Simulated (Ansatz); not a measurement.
The end point of a relaxation of P. Level of theory: PBEsol (plane waves to 420 eV, PAW, scalar-relativistic; Ansatz, an electronic-structure program).

```xyz
1
Lattice="2.4209 0.0000 0.0000 0.0000 2.4209 0.0000 0.0000 0.0000 2.4209" Properties=species:S:1:pos:R:3 pbc="T T T"
P      0.0000     0.0000     0.0000
```

Determine the symmetry and give the standard cell with its independent sites.

Space group Pm-3m (No. 221); a = b = c = 2.4209 Å, α = β = γ = 90.00°

```
atom  site  symmetry       x       y       z
----  ----  --------  ------  ------  ------
P       1a      m-3m  0.0000  0.0000  0.0000
```

This is the simple cubic type.

Give the shortest distances between elements (the closest pairs, up to four, under 3.6 Å).

P–P 2.42 Å.

The volume per atom comes out as 14.19 Å³. The density comes out as 3.62 g/cm³ and the band gap is no gap (metallic).

No spin polarisation in the result. The relaxed primitive cell holds an odd number of electrons. A magnetic state may lie lower.

The run could not lose the symmetry of its start.

It was reached from a disturbed copy of a P6₃/mmc (No. 194) cell, against which it lies -0.19 eV/atom.

The relaxed structure has the type that P is known to take under pressure; here it was relaxed at zero pressure, from a generated start.
